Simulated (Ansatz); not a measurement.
Mg:
```xyz
8
Lattice="5.6926 0.0000 0.0000 0.0000 5.6926 0.0000 0.0000 0.0000 5.6926" Properties=species:S:1:pos:R:3 pbc="T T T"
Mg     0.0000     0.0000     0.0000
Mg     2.8463     2.8463     2.8463
Mg     1.4232     0.0000     2.8463
Mg     4.2695     0.0000     2.8463
Mg     2.8463     1.4232     0.0000
Mg     2.8463     4.2695     0.0000
Mg     0.0000     2.8463     1.4232
Mg     0.0000     2.8463     4.2695
```

Relaxed with r²SCAN.

### Question
Map the valence electron density (e/Å³), cut off at 0.4 on the plane through (0.000, 0.000, 0.000) spanned by u = [1, 0, 0] and v = [0, 1, 0] in lattice vectors, from r²SCAN in the plane-wave PAW code Ansatz.

### Answer
x is the fraction of u, y of v (the angle between them is 90°; rows are the nearest grid lines); atoms in the plane: Mg at (0.00, 0.00), Mg at (0.50, 0.25), Mg at (0.50, 0.75).
```
y \ x   0.000  0.107  0.179  0.286  0.357  0.464  0.536  0.643  0.714  0.821  0.893   1.00
------  -----  -----  -----  -----  -----  -----  -----  -----  -----  -----  -----  -----
1.00    0.400  0.400  0.119  0.108  0.114  0.126  0.126  0.114  0.108  0.119  0.400  0.400
0.929   0.400  0.400  0.108  0.106  0.112  0.132  0.132  0.112  0.106  0.108  0.400  0.400
0.857   0.219  0.115  0.099  0.100  0.119  0.400  0.400  0.119  0.100  0.099  0.115  0.219
0.786   0.107  0.099  0.093  0.094  0.187  0.400  0.400  0.187  0.094  0.093  0.099  0.107
0.679   0.111  0.100  0.090  0.089  0.139  0.400  0.400  0.139  0.089  0.090  0.100  0.111
0.607   0.119  0.105  0.092  0.089  0.101  0.202  0.202  0.101  0.089  0.092  0.105  0.119
0.536   0.126  0.110  0.095  0.090  0.102  0.125  0.125  0.102  0.090  0.095  0.110  0.126
0.464   0.126  0.110  0.095  0.090  0.102  0.125  0.125  0.102  0.090  0.095  0.110  0.126
0.393   0.119  0.105  0.092  0.089  0.101  0.202  0.202  0.101  0.089  0.092  0.105  0.119
0.321   0.111  0.100  0.090  0.089  0.139  0.400  0.400  0.139  0.089  0.090  0.100  0.111
0.214   0.107  0.099  0.093  0.094  0.187  0.400  0.400  0.187  0.094  0.093  0.099  0.107
0.143   0.219  0.115  0.099  0.100  0.119  0.400  0.400  0.119  0.100  0.099  0.115  0.219
0.0714  0.400  0.400  0.108  0.106  0.112  0.132  0.132  0.112  0.106  0.108  0.400  0.400
0.000   0.400  0.400  0.119  0.108  0.114  0.126  0.126  0.114  0.108  0.119  0.400  0.400
```

The density is the valence pseudo-density with augmentation charge, so density and ELF within about 1 Å of a nucleus are not all-electron values.

Space group Pm-3n (A15 (β-W type)). The start of the workflow was typed in or built on a structure type; neither database checked (COD, Materials Project) lists it. It is not the phase usual at ambient conditions (space group No. 194). The cell was relaxed with r²SCAN under the symmetry of its start; its stability against distortions is not shown here.

Potentials: the later of the program's two PAW sets.
